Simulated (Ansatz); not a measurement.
Relaxed-ion elastic tensor of TiC (CsCl type, Pm-3m) in GPa (Voigt order), PBEsol (plane waves, PAW; program Ansatz); density 5.15 g/cm³, 9.65 Å³ per atom.

```
10.4   348   348   0.0   0.0   0.0
 348  10.4   348   0.0   0.0   0.0
 348   348  10.4   0.0   0.0   0.0
 0.0   0.0   0.0  -312   0.0   0.0
 0.0   0.0   0.0   0.0  -312   0.0
 0.0   0.0   0.0   0.0   0.0  -312
```

Task: Is the crystal mechanically stable?

Result: No: the smallest eigenvalue of C is -338 GPa.

A made-up cell: these elements were put on the sites of a structure type; neither database checked (COD, Materials Project) lists it. It is not the phase usual at ambient conditions (space group No. 225). Symmetry was held in the PBEsol relaxation. At this level the phase is mechanically unstable. No spin polarisation was allowed. As this level gives no gap, shear constants depend on the k-mesh and smearing (Fermi–Dirac, 0.1 eV here).

Potentials: the later of the program's two PAW sets.
